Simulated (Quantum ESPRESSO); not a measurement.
pw.x input (Quantum ESPRESSO 7.5; PBEsol, PseudoDojo standard norm-conserving files, fully relativistic):

```
&CONTROL
  calculation = 'scf'
  pseudo_dir = './pseudo'
  outdir = './out'
  tprnfor = .true.
  tstress = .true.
/
&SYSTEM
  ibrav = 0
  nat = 4
  ntyp = 3
  ecutwfc = 84.0
  ecutrho = 336.0
  occupations = 'smearing'
  smearing = 'fd'
  degauss = 0.002
  nbnd = 31
  noncolin = .true.
  lspinorb = .true.
/
&ELECTRONS
  conv_thr = 4e-10
/
ATOMIC_SPECIES
N 14.0070 N.upf
Al 26.9815 Al.upf
Ga 69.7230 Ga.upf
CELL_PARAMETERS angstrom
  3.146650766849   0.000000000000   0.000000000000
 -1.573325383425   2.725079500929   0.000000000000
  0.000000000000   0.000000000000   5.098230196000
ATOMIC_POSITIONS crystal
N   0.666666667000   0.333333333000   0.112526542800
N   0.000000000333   0.000000000000   0.627145719200
Al   0.000000000333   0.000000000000   0.999514120900
Ga   0.666666667000   0.333333333000   0.497203617100
K_POINTS automatic
12 12 6 0 0 0
```

End of the output:

```
     total energy              =    -198.96151521 Ry
     estimated scf accuracy    <       0.00000004 Ry
     total energy              =    -198.96151524 Ry
     estimated scf accuracy    <          7.9E-09 Ry
     total energy              =    -198.96151524 Ry
     estimated scf accuracy    <          4.4E-10 Ry
[...]
     the Fermi energy is    10.7311 ev
!    total energy              =    -198.96151524 Ry
     estimated scf accuracy    <          3.9E-11 Ry
     smearing contrib. (-TS)   =       0.00000000 Ry
     internal energy E=F+TS    =    -198.96151524 Ry
     The total energy is F=E-TS. E is the sum of the following terms:
     one-electron contribution =     -81.88955947 Ry
     hartree contribution      =      62.82946476 Ry
     xc contribution           =     -55.99573756 Ry
     ewald contribution        =    -123.90568297 Ry
     convergence has been achieved in  13 iterations
     Forces acting on atoms (cartesian axes, Ry/au):
     atom    1 type  1   force =     0.00000000    0.00000000   -0.00014558
     atom    2 type  1   force =     0.00000000    0.00000000    0.00005957
     atom    3 type  2   force =     0.00000000    0.00000000    0.00004430
     atom    4 type  3   force =     0.00000000    0.00000000    0.00004171
     Total force =     0.000169     Total SCF correction =     0.000011
     Computing stress (Cartesian axis) and pressure
          total   stress  (Ry/bohr**3)                   (kbar)     P=        0.79
   0.00000535   0.00000000   0.00000000            0.79        0.00        0.00
   0.00000000   0.00000535   0.00000000            0.00        0.79        0.00
   0.00000000   0.00000000   0.00000535            0.00        0.00        0.79
```
In a gapped system the printed Fermi energy is only some level inside the gap.

Geometry relaxed with PBEsol.
